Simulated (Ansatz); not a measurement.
**Ta$_{5}$Sb$_{4}$: input and output**

The input, for Ansatz 0.2.0 (plane waves, PAW):

```yaml
crystal:
  lattice:
    - [-5.07259929, 5.07259929, 1.75558907]
    - [5.07259929, -5.07259929, 1.75558907]
    - [5.07259929, 5.07259929, -1.75558907]
  atoms:
    - { symbol: Ta, position: [0.0, 0.0, 0.0] }
    - { symbol: Ta, position: [0.31212, 0.37078, 0.6829] }
    - { symbol: Ta, position: [0.37078, 0.68788, 0.05866] }
    - { symbol: Ta, position: [0.68788, 0.62922, 0.3171] }
    - { symbol: Ta, position: [0.62922, 0.31212, 0.94134] }
    - { symbol: Sb, position: [0.05161, 0.29588, 0.34749] }
    - { symbol: Sb, position: [0.29588, 0.94839, 0.24427] }
    - { symbol: Sb, position: [0.94839, 0.70412, 0.65251] }
    - { symbol: Sb, position: [0.70412, 0.05161, 0.75573] }
  symmetry: { tolerance: 0.0003 }
kpoints:
  mp_grid: { grid: [7, 7, 7], shift: [0, 0, 0] }
  band_path:
    path:
      - [0.0, 0.0, 0.0]
      - [-0.5, 0.5, 0.0]
      - [-0.5, 0.5, 0.5]
      - [0.0, 0.0, 0.0]
      - [-0.27994502, -0.27994502, 0.27994502]
      - [-0.72005498, 0.27994502, 0.72005498]
      - [-0.5, 0.5, 0.5]
      - [-0.5, 0.5, 0.0]
      - [-0.75, 0.25, 0.25]
      - [-0.5, 0.0, 0.5]
      - [0.0, 0.0, 0.0]
    npoints: 6
magnetization:
  spin_polarized: false
scf:
  occupations: { method: fermi_dirac, width: 0.0144 }
  lower_state_search: "off"
  max_iter: 200
hamiltonian:
  pseudopotentials: { kind: paw }
  xc: pbesol
basis:
  ecutwfc: 420
  fft_grid_basis: typed
output:
  forces: true
  stress: true
  eigenvalues: true
  bader: true
  populations: true
  elf: true
  write_potential: true
  volumetric_format: npy
  dos:
    e_range: [-12, 8]
    de: 0.05
    projected: { site_lists: { Sb: [Sb], Ta: [Ta] } }
checkpoint:
  read: saved_state
```

The run starts from an earlier solution of this cell. 

Excerpt of what it printed:

```
SCF iter   1: F=—  Δρ=9.50e-4  dr2=1.75e-3
SCF iter   2: F=—  Δρ=5.35e-4  dr2=6.23e-4
SCF iter   3: F=—  Δρ=6.31e-5  dr2=8.31e-6
SCF iter   4: F=—  Δρ=1.35e-5  dr2=5.52e-7
SCF iter   5: F=-74666.6658 eV  Δρ=4.05e-6  dr2=7.91e-8
SCF iter   6: F=-74666.6658 eV  Δρ=1.45e-6  dr2=1.61e-8
Free energy (F): -74666.6658 eV
Harris-Foulkes:  -74666.6658 eV  (|F-HF|=1.28e-8)
Internal energy: -74666.6631 eV  (E = F + TS)
E sigma→0 (E₀):  -74666.6645 eV
Entropy (-TS):   -0.0027 eV (-0.304 meV/atom)
Fermi energy:    16.5399 eV
--- Per-component energies (eV) ---
  E_band       = -977.0322
  E_kinetic    = 2679.9249
  E_local      = -8614.0695  (includes V_loc(G=0)·N_el)
  E_nonlocal   = 1552.1437
  E_hartree    = 3695.9267
  E_xc         = -1643.1346
  E_vxc        = -1416.7911  (∫ρ·V_xc dr)
  E_paw        = -59371.6845  (= ΣΔE_a)
  E_vpaw       = -2570.0999  (= ΣTr[D̂ρ^β])
  E_aug_tail   = 0.0007  (compensation charges beyond the density's cutoff)
  E_ewald      = -12968.1662
  E_core_change = 2.3957  (= ΣΔE_core)
  E_smearing   = -0.0027  (= −TS)
--- Forces (eV/Å), atoms counted from 1 ---
  atom   1  Ta     0.0000     0.0000     0.0000
  atom   2  Ta    -0.0294     0.1004     0.0000
  atom   3  Ta    -0.1004    -0.0294     0.0000
  atom   4  Ta     0.0294    -0.1004     0.0000
  atom   5  Ta     0.1004     0.0294     0.0000
  atom   6  Sb     0.2939    -0.0701     0.0000
  atom   7  Sb     0.0701     0.2939     0.0000
  atom   8  Sb    -0.2939     0.0701     0.0000
  atom   9  Sb    -0.0701    -0.2939     0.0000
--- Stress (GPa, compression-positive) ---
        4.0549       0.0000       0.0000
        0.0000       4.0549       0.0000
        0.0000       0.0000       2.5234
  P = ⅓ Tr σ = 3.5444 GPa (35.444 kbar)
--- Bader charges: 9 sites ---
  site symbol  charge [e]  shift [e]
     0     Ta      0.3214     0.0000
     1     Ta      0.5727     0.0010
     2     Ta      0.5727     0.0010
     3     Ta      0.5727     0.0010
     4     Ta      0.5726     0.0010
     5     Sb     -0.6530     0.0010
     6     Sb     -0.6530     0.0010
     7     Sb     -0.6530     0.0010
     8     Sb     -0.6531     0.0010
```

Absolute energies hang on the potentials; compare differences alone.

Origin: a database entry at a rescaled volume.
